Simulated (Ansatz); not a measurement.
**HfH$_{2}$, one cell by several methods**

```
Hf H
1.0
    -1.76188    1.76188    2.20919
     1.76188   -1.76188    2.20919
     1.76188    1.76188   -2.20919
Hf H
1 2
Direct
  0.00000 0.00000 0.00000
  0.75000 0.25000 0.50000
  0.25000 0.75000 0.50000
```

Atom numbers follow the list: Hf1, H2, H3.

Conventional cell: a = 3.524 Å, b = 3.524 Å, c = 4.418 Å, α = 90.00°, β = 90.00°, γ = 90.00°. Hf (atom 1) is surrounded by 8 H at 2.08 Å. Around H (atom 2) lie 4 Hf at 2.08 Å and 2 H at 2.21 Å.

The cell comes from COD entry 2310961, which wasn't checked; take it as a given geometry. The listed cell was then made from it by scaling, straining or moving an atom.

Spin–orbit coupling is left out, though it moves levels of the heavy atoms by tenths of an eV or more.

All numbers are computed: DFT, LDA, PAW with Ansatz's default frozen-core files, scalar-relativistic (Ansatz 0.2.0); DFT, LDA, all-electron PAW with datasets made for the crystal, scalar-relativistic (Ansatz 0.2.0); DFT, LDA, all-electron LAPW, scalar-relativistic (Ansatz 0.2.0).

For PAW: a Γ-centred 12×12×12 k mesh, Fermi–Dirac smearing of 0.03 eV, cutoff 420 eV, no spin polarisation; the PAW files were made with PBE, and the program remakes their frozen cores for this functional. The crystal-made all-electron datasets (AE datasets) take a cutoff of 420 eV at this cell. LAPW targets a basis error of 0.5 meV/atom. The Ansatz runs share mesh, smearing and spin set-up. Plane-wave (PAW) pressures include the program's estimate of the Pulay term.

Stress and pressure are positive in compression.

The change that made this cell: volume scaled by 1.04.

No spin–orbit coupling: at heavy atoms the gradients can be off by tens of per cent for that reason.

In a metal, gradients converge slowly with the k mesh: the values move by tens of per cent from one mesh to another, at times in sign, so only the comparison on one mesh counts.

| quantity | PAW | AE datasets | LAPW |
| --- | --- | --- | --- |
| pressure (GPa) | -13.10 | -13.08 | -13.08 |
| stress xx (GPa) | -12.95 | -12.93 | -12.93 |
| stress zz (GPa) | -13.39 | -13.38 | -13.38 |
| largest principal field gradient Vzz at Hf1 (10²¹ V/m²) | -3.21 | -3.41 | – |

PAW's pressure differs from the LAPW value by -0.02 GPa. Datasets made for the crystal and LAPW share parts of one code, so their agreement isn't an independent check.
